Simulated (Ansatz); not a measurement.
TaC (rock salt)

```
CELL_PARAMETERS angstrom
      0.00000     2.22002     2.22002
      2.22002     0.00000     2.22002
      2.22002     2.22002     0.00000
ATOMIC_POSITIONS crystal
  C  0.00000 0.00000 0.00000
  Ta 0.50000 0.50000 0.50000
```

E(V) scan at fixed shape, V₀ the volume above. Symmetry pins the atoms to their sites.

The numbers are results of PBEsol (plane waves to 420 eV, PAW, scalar-relativistic; Ansatz, a program for electronic structure), not measurements. k mesh 18×18×18 (Γ-centred), Fermi-Dirac smearing 0.05 eV. Energies are smeared free energies. Compression counts positive. Spin-orbit coupling is left out, though Ta is heavy. TaC is run without spin polarisation. TaC was relaxed with its symmetry unable to fall. ΔE is measured from the relaxed starting cell.

Question: Estimate the ΔE (meV/atom) and P (GPa) for V/V₀ = 0.900, 0.950, 0.967, 1.017, 1.100.

Answer: 
```json
[
 {"V/V₀": "0.900", "ΔE (meV/atom)": "141", "P (GPa)": "45.1"},
 {"V/V₀": "0.950", "ΔE (meV/atom)": "32", "P (GPa)": "19.6"},
 {"V/V₀": "0.967", "ΔE (meV/atom)": "14", "P (GPa)": "12.5"},
 {"V/V₀": "1.017", "ΔE (meV/atom)": "3", "P (GPa)": "-5.5"},
 {"V/V₀": "1.100", "ΔE (meV/atom)": "100", "P (GPa)": "-26.9"}
]
```

(Under strain, the slope of the energy per volume gives the stress and its curvature an elastic modulus.)
